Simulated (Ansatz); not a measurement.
Structure from Materials Project entry mp-2658 (possibly hypothetical), not relaxed further.

AlFe: DFT, r2SCAN, PAW with Ansatz's default frozen-core files, scalar-relativistic (Ansatz 0.2.0). What sets it apart from a plain run of this crystal: no spin polarisation.

Command: `ansatz run input.yaml --threads 1 --pin off --max-ram 3072MiB --backend cpu --events-out ev --progress --plain --runs-dir out` The run took about 9.6 s on 1 thread of a shared machine.

```yaml
crystal:
  lattice:
    - [2.845506, 0.0, 0.0]
    - [0.0, 2.845506, 0.0]
    - [0.0, 0.0, 2.845506]
  atoms:
    - { symbol: Al, position: [0.0, 0.0, 0.0] }
    - { symbol: Fe, position: [0.5, 0.5, 0.5] }
kpoints:
  mp_grid: { grid: [14, 14, 14] }
scf:
  occupations: { method: fermi_dirac, width: 0.08 }
hamiltonian:
  xc: r2scan
  pseudopotentials: { kind: paw }
output:
  forces: true
  stress: true
  eigenvalues: true
  efg: { contact_densities: true }
  write_density: true
  write_potential: true
  elf: true
  volumetric_format: npy
```

Output (standing set-up lines are left out):

```
Bands: 14, of which v1, the nominal top of the filled ones, is band 10 counted from 1 (9 counted from 0)
Initial density: superposition of atomic densities (neutral atoms: chi_scale 0, normalization atom), corrected by the library's trained network
SCF iter   1: F=—  HF=-5026.399470 eV  |F-HF|=—  |Δ(HF+E_count)|=         —  Δρ=6.13e-3  dr2=3.23e-3  dr2_τ=6.95e-2  ethr=1.77e-3  ⟨swp⟩=4.9  Hψ=7962  notcnv=0
preconditioner: auto → none  [metal: Δε(μ)=0.017 eV  Ē_g=8.530 eV  σ=0.080 eV  W_gap=0.05  n_scr=6 (ndim 8)  ℏωp=25.7 eV  f_vac=0.000  D(μ)=2.78/eV (n_scr^D=32)  sad-step TF]
SCF iter   2: F=—  HF=-5026.466331 eV  |F-HF|=—  |Δ(HF+E_count)|=   6.69e-2  Δρ=9.70e-3  dr2=1.58e-2  dr2_τ=1.07e-4  ethr=1.70e-5  ⟨swp⟩=2.0  Hψ=4320  notcnv=0  defer=3
SCF iter   3: F=—  HF=-5026.470359 eV  |F-HF|=—  |Δ(HF+E_count)|=   4.03e-3  Δρ=1.42e-2  dr2=3.81e-2  dr2_τ=3.39e-4  ethr=1.70e-5  ⟨swp⟩=2.1  Hψ=3365  notcnv=0  defer=3  recentre
SCF iter   4: F=—  HF=-5026.464840 eV  |F-HF|=—  |Δ(HF+E_count)|=   5.52e-3  Δρ=3.56e-3  dr2=9.95e-4  dr2_τ=7.98e-5  ethr=1.70e-5  ⟨swp⟩=2.4  Hψ=3222  notcnv=0  defer=3
SCF iter   5: F=—  HF=-5026.465100 eV  |F-HF|=—  |Δ(HF+E_count)|=   2.61e-4  Δρ=1.19e-3  dr2=1.15e-4  dr2_τ=1.85e-5  ethr=5.24e-6  ⟨swp⟩=1.2  Hψ=2283  notcnv=0  defer=3
SCF iter   6: F=—  HF=-5026.465120 eV  |F-HF|=—  |Δ(HF+E_count)|=   1.92e-5  Δρ=2.76e-4  dr2=9.14e-6  dr2_τ=4.61e-7  ethr=6.03e-7  ⟨swp⟩=2.8  Hψ=2767  notcnv=0  defer=3
SCF iter   7: F=—  HF=-5026.465113 eV  |F-HF|=—  |Δ(HF+E_count)|=   6.44e-6  Δρ=1.24e-4  dr2=1.77e-6  dr2_τ=4.49e-8  ethr=4.81e-8  ⟨swp⟩=2.2  Hψ=2685  notcnv=0  defer=3
SCF iter   8: F=—  HF=-5026.465113 eV  |F-HF|=—  |Δ(HF+E_count)|=   1.56e-7  Δρ=4.49e-5  dr2=2.07e-7  dr2_τ=4.62e-9  ethr=9.32e-9  ⟨swp⟩=1.1  Hψ=1714  notcnv=0  defer=3
SCF iter   9: F=-5026.465113 eV  HF=-5026.465113 eV  |F-HF|=2.73e-11  |Δ(HF+E_count)|=   1.84e-8  Δρ=1.46e-6  dr2=9.90e-11  dr2_τ=3.22e-10  ethr=5.26e-10  ⟨swp⟩=8.3  Hψ=10624  notcnv=0
SCF 1 converged in 9 iterations: F = -5026.465113 eV  dr2 = 9.90e-11
  greatest PAW one-centre occupation: 1.002 electrons in one spin orbital (limit 2), on the Fe atom at site 1 (counted from 0), in its partial waves of l = 1
SCF converged after 9 iterations
Free energy (F): -5026.465113 eV
Harris-Foulkes:  -5026.465113 eV  (|F-HF|=2.73e-11)
Internal energy: -5026.406970 eV  (E = F + TS)
E sigma→0 (E₀):  -5026.436042 eV
Entropy (-TS):   -0.058143 eV (-29.072 meV/atom)
Fermi energy:    14.260058 eV
--- Per-component energies (eV) ---
  E_band       = -260.383288
  E_kinetic    = 383.949859
  E_local      = -2715.262913  (includes V_loc(G=0)·N_el)
  E_nonlocal   = 227.940238
  E_hartree    = 1178.182478
  E_xc         = -152.882822
  E_vxc        = -203.934757  (∫ρ·V_xc dr)
  E_paw        = -1850.742454  (= ΣΔE_a)
  E_vpaw       = -323.335411  (= ΣTr[D̂ρ^β])
  E_aug_tail   = 0.000267  (compensation charges beyond the density's cutoff)
  E_vtau       = 13.894330  (kinetic-family band-sum trace: ∫τ·v_τ [+ j·A + Jᵃ·Aᵃ] dr)
  E_ewald      = -2097.242040
  E_core_change = -0.349583  (= ΣΔE_core)
  E_smearing   = -0.058143  (= −TS)
  E_closure    = 0.000000  (closes the sum)
  Σ components = -5026.465113   (vs F -5026.465113, Δ=0.00e0)
--- Forces (eV/Å), atoms counted from 1 ---
  atom   1  Al    -0.00000000     0.00000000    -0.00000000
  atom   2  Fe     0.00000000     0.00000000     0.00000000
  max |Σ_I F_I| component: 7.35e-29 eV/Å
--- Stress (GPa, compression-positive) ---
       -0.310579       0.000000      -0.000000
        0.000000      -0.310579       0.000000
        0.000000       0.000000      -0.310579
  P = ⅓ Tr σ = -0.3106 GPa (-3.106 kbar)
--- PAW observables at the nuclei: V_zz in 10²¹ V/m², potentials from the cell's mean, atoms counted from 1 ---
  atom   1  Al V_zz =    +0.000000   η = 0.0000   by run symmetry: forbidden
            electrostatic potential = -1236.920238 V   contact ρ = 10065.519940 e/Å³
  atom   2  Fe V_zz =    +0.000000   η = 0.0000   by run symmetry: forbidden
            electrostatic potential = -3210.339982 V   contact ρ = 100474.100662 e/Å³
--- Band table (eV; the first three rows and the last of 120) ---
  k-point 0: bands = ["-75.0860", "-39.7980", "-39.7980", "-39.7980", "3.2444", "12.0063", "12.0063", "14.3993", "14.3993", "14.3993", "21.3686", "21.3686", "21.3686", "24.3135"]
  k-point 1: bands = ["-75.0857", "-39.8018", "-39.7977", "-39.7977", "3.3479", "11.9892", "12.0402", "14.3337", "14.3337", "14.4059", "20.4676", "21.5196", "21.5196", "24.2792"]
  k-point 2: bands = ["-75.0849", "-39.8122", "-39.7969", "-39.7969", "3.6562", "11.9041", "12.1372", "14.1594", "14.1594", "14.4248", "18.9588", "21.9513", "21.9513", "24.1785"]
  k-point 119: bands = ["-75.0691", "-39.8567", "-39.8567", "-39.8567", "10.6627", "10.6627", "10.6627", "15.4716", "15.4716", "17.4943", "17.4943", "17.4943", "19.6816", "20.9904"]
```

Spin polarisation is left out, and whether a magnetic state lies lower isn't shown here.
